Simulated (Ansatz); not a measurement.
Ag:
```cif
data_Ag4
_chemical_formula_sum 'Ag4'
_space_group_name_H-M_alt 'I41/amd :1'
_space_group_IT_number 141
_space_group_name_Hall 'I 4bw 2bw -1bw'
_cell_length_a 5.32798
_cell_length_b 5.32798
_cell_length_c 2.78282
_cell_angle_alpha 90.000
_cell_angle_beta 90.000
_cell_angle_gamma 90.000
loop_
_atom_site_label
_atom_site_type_symbol
_atom_site_symmetry_multiplicity
_atom_site_Wyckoff_symbol
_atom_site_fract_x
_atom_site_fract_y
_atom_site_fract_z
_atom_site_occupancy
Ag1 Ag 4 a 0.00000 0.00000 0.00000 1
```
(The calculation used a cell of 2 atoms; values per cell refer to that cell.)

Relaxed at zero pressure with plane-wave PAW PBE (Ansatz code).

The volume is lowered by 9 % and shape and atoms relax at that volume. What pressure results, and how do the axes share the change?

9.1 GPa; a -3.2 %, b -3.2 %, c -2.9 %; the energy rises by 45 meV/atom.

Give the new structure.


Space group I4₁/amd, origin choice 1 (No. 141); a = b = 5.157 Å, c = 2.703 Å, α = β = γ = 90.00°

| atom | site | symmetry | x | y | z |
|---|---|---|---|---|---|
| Ag | 4a | -4m2 | 0.0000 | 0.0000 | 0.0000 |

The phase is kept; no other phase was compared at this pressure.

Space group I4_1/amd (β-Sn type). The start of the workflow was typed in or built on a structure type; neither database checked (COD, Materials Project) lists it. It is not the phase usual at ambient conditions (space group No. 225). The PBE relaxation kept the symmetry of its start; whether a distortion lowers the energy is not shown. The run is not spin-polarised. Axis ratios of metals converge slowly with the k-mesh, so a and c are less sure than the volume.

Potentials: the later of the program's two PAW sets.
